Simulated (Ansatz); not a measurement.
KBr:
```yaml
crystal:
  lattice:
    - [0.00000, 3.35276, 3.35276]
    - [3.35276, 0.00000, 3.35276]
    - [3.35276, 3.35276, 0.00000]
  atoms:
    - { symbol: K, position: [0.00000, 0.00000, 0.00000] }
    - { symbol: Br, position: [0.50000, 0.50000, 0.50000] }
```

Relaxed with PBE. Special points in fractions of this cell's reciprocal vectors: Γ (0.000, 0.000, 0.000); X (0.500, 0.000, 0.500); U (0.625, 0.250, 0.625); K (0.375, 0.375, 0.750); L (0.500, 0.500, 0.500); W (0.500, 0.250, 0.750).

Problem. List the band energies nearest the valence-band maximum at these points for plane-wave PAW PBE (Ansatz code).

Solution. In eV from the valence-band maximum; about four levels below and three above (degenerate sets whole), none deeper than 8.9 eV; points with the same levels are listed once.

```tsv
k	below	above
Γ	0.00 0.00 0.00	4.31 7.59 7.59 7.59
X	-0.76 -0.27 -0.27	5.91 7.03 9.24
U	-0.65 -0.59 -0.30	6.58 7.94 8.31
L	-1.09 -0.30 -0.30	6.49 8.05 9.61 9.61
W	-0.55 -0.55 -0.49	7.33 7.33 8.07
```

Space group Fm-3m (rock salt). The cell was relaxed with PBE under the symmetry of its start; phonons on a q-mesh show no instability. Spin–orbit coupling is left out wherever it is not named.

Potentials: the later of the program's two PAW sets.
